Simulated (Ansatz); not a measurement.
Fitting the PBE energy curve of Mg3Mn

```
Mn Mg
1.0
     4.29757    0.00000    0.00000
     0.00000    4.29757    0.00000
     0.00000    0.00000    4.29757
Mn Mg
1 3
Direct
  0.00000 0.00000 0.00000
  0.00000 0.50000 0.50000
  0.50000 0.00000 0.50000
  0.50000 0.50000 0.00000
```

The cell comes from a database or a generator and needn't be the stable form of this composition.

The cell was scaled at fixed shape and fractions and run with Ansatz, Ansatz PAW, cutoff 420 eV; PBE, k mesh 6 × 6 × 6 on the cell of 4 atoms, fermi-dirac occupations of 0.05 eV, collinear spin, ferromagnetic start, no spin-orbit coupling. Energies are those that the program minimises, any entropy of the smearing included. For a metal such a mesh isn't converged to the digits shown. The magnetic state is the one that the start led to, which needn't be the lowest.

```tsv
V (Å³/atom)	energy over the lowest row (meV/atom)
18.6525	8.983
19.0494	3.460
19.4462	0.580
19.8431	0.000
20.2399	?
20.6368	4.751
21.0337	9.733
```

Fit the third-order Birch-Murnaghan form, give V0, B0 and B′, and predict the energy left open.

With y = (V0/V)^(2/3), E = E0 + (9 V0 B0/16) [(y - 1)³ B′ + (y - 1)² (6 - 4y)]. Least squares through the rows shown give V0 = 19.7519 Å³/atom, E0 = -0.071 meV, B0 = 42.51 GPa (1 eV/Å³ = 160.218 GPa) and B′ = 4.68, with a largest miss of 0.019 meV. At V = 20.2399 the form with these constants gives 1.456 meV; the run gave 1.452 meV an atom.
